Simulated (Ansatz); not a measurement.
The start is a relaxed ZnO cell shaken by Gaussian noise of σ = 0.08 Å a coordinate. The cell and all atomic positions are relaxed at zero pressure with PBEsol (plane waves to 420 eV, PAW, scalar-relativistic; Ansatz, a first-principles code). The first steps use a coarse 7×7×2 k-mesh.

Input geometry:
```yaml
crystal:
  lattice:
    - [3.22127, 0.00000, 0.00000]
    - [-1.61064, 2.78970, 0.00000]
    - [0.00000, 0.00000, 15.72706]
  atoms:
    - { symbol: Zn, position: [0.04361, 0.06932, 0.00112] }
    - { symbol: Zn, position: [0.01512, 0.98563, 0.50293] }
    - { symbol: Zn, position: [0.65331, 0.33451, 0.84185] }
    - { symbol: Zn, position: [0.32667, 0.61591, 0.32794] }
    - { symbol: Zn, position: [0.66884, 0.32176, 0.16420] }
    - { symbol: Zn, position: [0.30697, 0.68677, 0.66944] }
    - { symbol: O, position: [0.00081, 0.95585, 0.87490] }
    - { symbol: O, position: [0.99481, 0.00131, 0.37493] }
    - { symbol: O, position: [0.71358, 0.37133, 0.71504] }
    - { symbol: O, position: [0.34526, 0.69716, 0.21952] }
    - { symbol: O, position: [0.68612, 0.34365, 0.03470] }
    - { symbol: O, position: [0.34719, 0.67594, 0.54612] }
```

### Question
By how much does the energy per atom fall from start to end?

### Answer
0.11 eV/atom.

The end point of the relaxation:

```cif
data_O6Zn6
_chemical_formula_sum 'Zn6 O6'
_space_group_name_H-M_alt 'P63mc'
_space_group_IT_number 186
_space_group_name_Hall 'P 6c -2c'
_cell_length_a 3.22135
_cell_length_b 3.22135
_cell_length_c 15.72754
_cell_angle_alpha 90.000
_cell_angle_beta 90.000
_cell_angle_gamma 120.000
loop_
_atom_site_label
_atom_site_type_symbol
_atom_site_symmetry_multiplicity
_atom_site_Wyckoff_symbol
_atom_site_fract_x
_atom_site_fract_y
_atom_site_fract_z
_atom_site_occupancy
Zn1 Zn 2 a 0.00000 0.00000 0.00201 1
Zn2 Zn 2 b 0.33333 0.66667 0.33549 1
Zn3 Zn 2 b 0.66667 0.33333 0.16874 1
O1 O 2 a 0.00000 0.00000 0.37680 1
O2 O 2 b 0.33333 0.66667 0.21004 1
O3 O 2 b 0.66667 0.33333 0.04327 1
```

Final values are on a 10×10×2 k-mesh of the relaxed cell. No spin polarisation in the result.

The first start was generated by placing the elements on the sites of a structure type. A measured structure of ZnO has the same space group, P6₃mc (No. 186); the sites were not compared with it.
